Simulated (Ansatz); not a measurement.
LiNbSe2 in space group P6_3/mmc (No. 194; Se on 4f, Nb on 2b, Li on 2a), DFT-PBE+D3(BJ) in the program Ansatz with PAW potentials, all energies at zero smearing, with the estimated change up to a 700 eV cutoff added, with one set of potentials and settings (totals compare only within such a set). Cell of 8 atoms (4 Se, 2 Nb, 2 Li): -31402.602 eV.

| element | reference phase | E (eV/atom) |
|---|---|---|
| Se | P3_121, 3 atoms in the cell | -5469.4069 |
| Nb | Im-3m, 1 atoms in the cell | -4553.0294 |
| Li | P6_3/mmc, 2 atoms in the cell | -204.8681 |

Formation energy per atom, worked out: (-31402.602 − 4×(-5469.4069) − 2×(-4553.0294) − 2×(-204.8681))/8 = -1.147 eV/atom (-111 kJ per mol of atoms), at 0 K, without zero-point energy or fitted corrections.

The cell is a constructed one: a structure type filled with these elements; the Crystallography Open Database copy checked does not list it. Whether it is the stable phase at ambient conditions was not checked. Symmetry was held in the PBE+D3(BJ) relaxation; of distortions, only those at the zone centre were tested. The run is not spin-polarised. The references are the lowest solids computed at this level, not always the standard phases.

Potentials: the later of the program's two PAW sets.
